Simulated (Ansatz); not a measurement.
WC:
Space group Fm-3m (No. 225); a = b = c = 4.3456 Å, α = β = γ = 90.00°

```json
[
 {"atom": "W", "site": "4a", "symmetry": "m-3m", "x": "0.0000", "y": "0.0000", "z": "0.0000"},
 {"atom": "C", "site": "4b", "symmetry": "m-3m", "x": "0.5000", "y": "0.5000", "z": "0.5000"}
]
```
(The calculation used a cell of 2 atoms; values per cell refer to that cell.)

Relaxed with PBEsol.

Task: Which orbitals make up the states near the Fermi level in plane-wave PAW PBEsol (Ansatz code)?

Result: Within 0.5 eV of the Fermi level: W 5d 77 %, C 2p 18 %. Projections are on Löwdin-orthogonalised atomic valence shells; empty p or d shells of many metals are not among them.

Task: Tabulate the density of states.

Result: States/eV per cell of 2 atoms, in 0.25 eV bins, energy from the Fermi level.

| E (eV) | total | W 5d | C 2p | C 2s |
|---|---|---|---|---|
| -7.85 | 0.75 | 0.29 | 0.34 | 0.03 |
| -7.60 | 0.81 | 0.31 | 0.38 | 0.03 |
| -7.35 | 0.80 | 0.30 | 0.39 | 0.03 |
| -7.10 | 0.60 | 0.23 | 0.29 | 0.02 |
| -6.85 | 0.53 | 0.21 | 0.26 | 0.02 |
| -6.60 | 1.15 | 0.56 | 0.52 | 0.02 |
| -6.35 | 2.28 | 1.12 | 1.05 | 0.05 |
| -6.10 | 4.65 | 2.34 | 2.10 | 0.05 |
| -5.85 | 2.67 | 1.38 | 1.20 | 0.02 |
| -5.60 | 1.57 | 0.85 | 0.68 | 0.02 |
| -5.35 | 1.10 | 0.60 | 0.47 | 0.01 |
| -5.10 | 0.86 | 0.46 | 0.37 | 0.01 |
| -4.85 | 0.70 | 0.37 | 0.31 | 0.01 |
| -4.60 | 0.58 | 0.30 | 0.27 | 0.01 |
| -4.35 | 0.49 | 0.25 | 0.23 | 0.01 |
| -4.10 | 0.42 | 0.20 | 0.20 | 0.00 |
| -3.85 | 0.36 | 0.17 | 0.18 | 0.00 |
| -3.60 | 0.30 | 0.14 | 0.15 | 0.00 |
| -3.35 | 0.25 | 0.12 | 0.12 | 0.00 |
| -3.10 | 0.29 | 0.15 | 0.13 | 0.00 |
| -2.85 | 0.35 | 0.19 | 0.15 | 0.00 |
| -2.60 | 0.51 | 0.27 | 0.22 | 0.01 |
| -2.35 | 0.60 | 0.32 | 0.25 | 0.01 |
| -2.10 | 0.58 | 0.35 | 0.20 | 0.01 |
| -1.85 | 0.60 | 0.38 | 0.19 | 0.01 |
| -1.60 | 0.64 | 0.43 | 0.17 | 0.01 |
| -1.35 | 0.67 | 0.47 | 0.16 | 0.01 |
| -1.10 | 0.69 | 0.50 | 0.15 | 0.01 |
| -0.85 | 0.73 | 0.54 | 0.15 | 0.01 |
| -0.60 | 0.78 | 0.59 | 0.15 | 0.01 |
| -0.35 | 0.85 | 0.64 | 0.16 | 0.02 |
| -0.10 | 0.97 | 0.74 | 0.18 | 0.02 |
| 0.15 | 1.06 | 0.82 | 0.19 | 0.02 |
| 0.40 | 0.96 | 0.75 | 0.15 | 0.03 |
| 0.65 | 1.33 | 1.04 | 0.21 | 0.03 |
| 0.90 | 1.65 | 1.34 | 0.22 | 0.04 |
| 1.15 | 1.75 | 1.45 | 0.22 | 0.03 |
| 1.40 | 1.56 | 1.26 | 0.22 | 0.03 |
| 1.65 | 1.29 | 1.01 | 0.22 | 0.02 |
| 1.90 | 1.47 | 1.02 | 0.34 | 0.02 |
| 2.15 | 1.95 | 1.29 | 0.50 | 0.03 |
| 2.40 | 3.22 | 2.53 | 0.55 | 0.03 |
| 2.65 | 1.20 | 0.87 | 0.28 | 0.02 |
| 2.90 | 0.52 | 0.30 | 0.16 | 0.02 |
| 3.15 | 0.51 | 0.28 | 0.16 | 0.03 |
| 3.40 | 0.53 | 0.28 | 0.16 | 0.04 |
| 3.65 | 0.55 | 0.29 | 0.16 | 0.05 |
| 3.90 | 0.57 | 0.28 | 0.16 | 0.05 |
| 4.15 | 0.55 | 0.27 | 0.16 | 0.05 |
| 4.40 | 0.54 | 0.26 | 0.15 | 0.06 |
| 4.65 | 0.53 | 0.24 | 0.15 | 0.06 |

The workflow started from a Materials Project entry (that database holds measured and hypothetical structures alike); the Crystallography Open Database copy checked does not list it. It is not the phase usual at ambient conditions (space group No. 187). The cell was relaxed with PBEsol under the symmetry of its start; its stability against distortions is not shown here. No spin polarisation was allowed. Its formation energy is positive at this level, so the cell may be metastable or incomplete. Spin–orbit coupling is left out wherever it is not named.

Potentials: the earlier of the program's two PAW sets. The files were generated under PBE; for other functionals the program regenerates the frozen cores, and for LDA and PBEsol the local potential too.
